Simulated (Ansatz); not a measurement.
Ionic part of the dielectric constant of GaN at 30 GPa, mode by mode

Method: DFT LDA, scalar-relativistic, plane waves, PAW (Ansatz 0.2.0). Settings: 420 eV plane-wave cutoff, Γ-centred 10×10×10 mesh, fixed occupations. No spin polarisation. Phonons by linear response, acoustic sum rule imposed.

It takes space group F-43m (No. 216, cubic). Conventional cell: a = 4.287 Å, b = 4.287 Å, c = 4.287 Å, α = 90.00°, β = 90.00°, γ = 90.00°. Ga (site symmetry -43m) is surrounded by 4 N at 1.86 Å. Around N (site symmetry -43m) lie 4 Ga at 1.86 Å.

Other phases may be more stable at this pressure.

The primitive cell has V = 19.70 Å³ and ε∞,yy = 5.286. Each polar mode adds Δε = (4.92064×10⁷/V)·S/ν² along y, with S its oscillator strength in e²/amu, ν in cm⁻¹ and V in Å³.

Problem. From these modes, find each Δε and ε0,yy.
```csv
ν (cm⁻¹),S_yy (e²/amu)
654.7,0.5693
```

Solution.
```csv
ν (cm⁻¹),Δε
654.7,3.32
```

The sum is 3.317, so ε0,yy = 8.60; the run's tensor has 8.60.

Problem. Where do the longitudinal modes lie for a wave vector along y?

Solution. At 835 cm⁻¹. The Lyddane–Sachs–Teller product Π(ν_LO/ν_TO)² = 1.63 matches ε0/ε∞ = 1.63.

This zinc-blende form isn't the usual stable structure of the compound at low pressure.

Cost: 1 run of about 0.41 core-minutes, on Intel Xeon Gold 6455B (Sapphire Rapids) (shared hosts).